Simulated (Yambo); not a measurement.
# Optical response of BeTe at -0.5 % isotropic strain

```
BeTe
1.0
    0.00000     2.78937     2.78937
    2.78937     0.00000     2.78937
    2.78937     2.78937     0.00000
Be Te
1 1
Direct
  0.00000   0.00000   0.00000
  0.25000   0.25000   0.25000
```

Yambo, RPA with local fields on PBE bands shifted by a G0W0 scissor of 1.11 eV; 12×12×12 mesh, 37 bands, 4 Ry local-field block, 0.2 eV broadening; field along x.

```
E (eV)  Im ε   Re ε  Im ε, independent particles
------  ----  -----  ---------------------------
0.0     0.00   6.02                         0.00
0.5     0.02   6.04                         0.03
1.0     0.05   6.13                         0.06
1.5     0.08   6.28                         0.09
2.0     0.11   6.51                         0.14
2.5     0.16   6.84                         0.20
3.0     0.23   7.32                         0.29
3.5     0.35   8.02                         0.45
4.0     0.59   9.12                         0.77
4.5     1.33   11.1                         1.78
5.0     4.94   13.3                         6.79
5.5     8.55   13.1                         12.1
6.0     15.8   11.4                         22.0
6.5     14.3   2.84                         17.6
7.0     14.8  -3.46                         15.0
7.5     8.90  -5.04                         8.65
8.0     5.41  -3.45                         5.68
8.5     6.56  -2.62                         6.57
9.0     4.90  -3.52                         4.31
9.5     2.80  -3.30                         2.47
10.0    2.28  -1.90                         2.34
10.5    2.53  -1.93                         2.28
11.0    2.25  -1.81                         2.00
11.5    1.54  -1.64                         1.40
12.0    1.58  -1.30                         1.47
12.5    1.18  -1.28                         1.03
13.0    1.08  -1.02                         0.98
13.5    0.99  -0.80                         0.90
14.0    0.92  -0.82                         0.79
14.5    0.65  -0.65                         0.60
15.0    0.66  -0.44                         0.64
15.5    0.64  -0.39                         0.60
16.0    0.57  -0.37                         0.49
16.5    0.45  -0.25                         0.41
17.0    0.48  -0.16                         0.44
17.5    0.43  -0.19                         0.34
18.0    0.32  -0.07                         0.27
18.5    0.33  -0.02                         0.25
19.0    0.26   0.04                         0.21
19.5    0.23   0.10                         0.20
20.0    0.18   0.19                         0.18
```

Peak heights and small wiggles depend on the k mesh. Convergence of the RPA response with its 12×12×12 mesh was not tested. The scissor comes from a G0W0 run whose convergence isn't established. No excitonic effects at this level.

Spin-orbit coupling is left out, which matters for elements this heavy: edges can move by tenths of an eV.

Geometry strained from the cell relaxed with PBEsol, atoms relaxed again.

The potentials are those of PseudoDojo's stringent table.
